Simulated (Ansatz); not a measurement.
FeSi$_{2}$:
Space group P4/mmm (No. 123); a = 2.6766 Å, b = 2.6766 Å, c = 5.1062 Å, α = 90.00°, β = 90.00°, γ = 90.00°

| atom | site | symmetry | x | y | z |
|---|---|---|---|---|---|
| Fe | 1a | 4/mmm | 0.0000 | 0.0000 | 0.0000 |
| Si | 2h | 4mm | 0.5000 | 0.5000 | 0.2718 |

Relaxed with PBEsol.

Task: Which orbitals make up the states near the Fermi level in plane-wave PAW PBEsol (Ansatz code)?

Result: Within 0.5 eV of the Fermi level: Fe 3d 70 %, Si 3p 23 %. Projections are on Löwdin-orthogonalised atomic valence shells; empty p or d shells of many metals are not among them.

Task: Tabulate the density of states.

Result: States/eV per cell of 3 atoms, in 0.25 eV bins, energy from the Fermi level.

| E (eV) | total | Fe 3d | Si 3p | Si 3s |
|---|---|---|---|---|
| -7.85 | 0.82 | 0.19 | 0.29 | 0.30 |
| -7.60 | 0.71 | 0.16 | 0.29 | 0.23 |
| -7.35 | 0.68 | 0.14 | 0.31 | 0.19 |
| -7.10 | 0.76 | 0.17 | 0.35 | 0.20 |
| -6.85 | 0.73 | 0.16 | 0.37 | 0.16 |
| -6.60 | 0.72 | 0.16 | 0.39 | 0.13 |
| -6.35 | 0.73 | 0.16 | 0.41 | 0.12 |
| -6.10 | 0.82 | 0.18 | 0.49 | 0.10 |
| -5.85 | 0.95 | 0.21 | 0.59 | 0.10 |
| -5.60 | 1.08 | 0.27 | 0.67 | 0.09 |
| -5.35 | 1.32 | 0.39 | 0.78 | 0.08 |
| -5.10 | 1.36 | 0.43 | 0.78 | 0.08 |
| -4.85 | 1.43 | 0.48 | 0.79 | 0.09 |
| -4.60 | 2.32 | 0.87 | 1.26 | 0.10 |
| -4.35 | 1.79 | 0.77 | 0.86 | 0.09 |
| -4.10 | 1.95 | 0.84 | 0.95 | 0.09 |
| -3.85 | 2.09 | 1.04 | 0.91 | 0.07 |
| -3.60 | 2.72 | 1.72 | 0.85 | 0.06 |
| -3.35 | 1.73 | 0.80 | 0.81 | 0.06 |
| -3.10 | 1.53 | 0.77 | 0.62 | 0.09 |
| -2.85 | 1.80 | 0.95 | 0.67 | 0.10 |
| -2.60 | 2.62 | 1.72 | 0.72 | 0.07 |
| -2.35 | 2.45 | 1.64 | 0.64 | 0.06 |
| -2.10 | 3.21 | 2.47 | 0.56 | 0.04 |
| -1.85 | 3.63 | 3.05 | 0.35 | 0.03 |
| -1.60 | 2.32 | 2.05 | 0.15 | 0.01 |
| -1.35 | 2.19 | 1.91 | 0.21 | 0.02 |
| -1.10 | 3.23 | 2.67 | 0.41 | 0.04 |
| -0.85 | 1.69 | 1.14 | 0.42 | 0.05 |
| -0.60 | 0.91 | 0.52 | 0.30 | 0.03 |
| -0.35 | 0.51 | 0.30 | 0.15 | 0.01 |
| -0.10 | 0.67 | 0.49 | 0.13 | 0.00 |
| 0.15 | 1.71 | 1.26 | 0.36 | 0.02 |
| 0.40 | 2.10 | 1.47 | 0.51 | 0.04 |
| 0.65 | 1.73 | 1.09 | 0.47 | 0.09 |
| 0.90 | 0.78 | 0.32 | 0.31 | 0.11 |
| 1.15 | 0.51 | 0.18 | 0.25 | 0.04 |
| 1.40 | 0.62 | 0.19 | 0.27 | 0.11 |
| 1.65 | 1.37 | 0.47 | 0.35 | 0.43 |
| 1.90 | 1.74 | 0.54 | 0.49 | 0.49 |
| 2.15 | 1.79 | 0.47 | 0.61 | 0.44 |
| 2.40 | 1.68 | 0.39 | 0.62 | 0.37 |
| 2.65 | 1.61 | 0.35 | 0.61 | 0.31 |
| 2.90 | 1.59 | 0.31 | 0.61 | 0.28 |
| 3.15 | 1.57 | 0.27 | 0.63 | 0.25 |
| 3.40 | 1.53 | 0.26 | 0.62 | 0.22 |
| 3.65 | 1.55 | 0.25 | 0.65 | 0.21 |
| 3.90 | 1.67 | 0.25 | 0.72 | 0.20 |
| 4.15 | 1.74 | 0.23 | 0.78 | 0.21 |
| 4.40 | 1.60 | 0.18 | 0.75 | 0.19 |

The first step of the workflow began from a Materials Project structure, measured or hypothetical; the Crystallography Open Database files this formula in space group No. 123, but the cells were not matched. Its standing as an ambient phase is unchecked. The cell was relaxed with PBEsol under the symmetry of its start; of distortions, only those at the zone centre were tested. No spin polarisation was allowed.

Potentials: the later of the program's two PAW sets.
